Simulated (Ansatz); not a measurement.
Total density of states per atom from plane-wave PAW r²SCAN+D4 (Ansatz code), in 0.25 eV bins, energy from the Fermi level:

```csv
E (eV),states/eV/atom
-7.85,0.11
-7.60,0.13
-7.35,0.15
-7.10,0.18
-6.85,0.22
-6.60,0.41
-6.35,0.59
-6.10,0.61
-5.85,0.69
-5.60,0.76
-5.35,0.84
-5.10,1.02
-4.85,1.09
-4.60,0.75
-4.35,0.43
-4.10,0.33
-3.85,0.70
-3.60,1.65
-3.35,1.81
-3.10,1.20
-2.85,1.06
-2.60,1.07
-2.35,1.35
-2.10,1.82
-1.85,1.21
-1.60,0.95
-1.35,0.61
-1.10,0.40
-0.85,0.36
-0.60,0.34
-0.35,0.34
-0.10,0.35
0.15,0.46
0.40,0.61
0.65,0.64
0.90,0.69
1.15,0.75
1.40,0.81
1.65,0.95
1.90,1.02
2.15,0.99
2.40,1.06
2.65,1.06
2.90,1.01
3.15,1.34
3.40,2.81
3.65,1.29
3.90,0.91
4.15,0.63
4.40,0.53
4.65,0.48
```

Q: Pick the material that matches.
(A) W, bcc (W type)
(B) Ce, fcc (Cu type)
(C) V, bcc (W type)
(D) Zr, hcp (Mg type)

A: A, W, bcc (W type). Within 0.5 eV of the Fermi level: W 5d 87 %, outside the projected shells 9 %. Projections are on Löwdin-orthogonalised atomic valence shells; empty p or d shells of many metals are not among them.

Space group Im-3m (bcc (W type)). The r²SCAN+D4 relaxation kept the symmetry of its start. No spin polarisation was allowed. The pairwise dispersion correction was not fitted to metals. Spin–orbit coupling is left out wherever it is not named.

Potentials: the later of the program's two PAW sets.
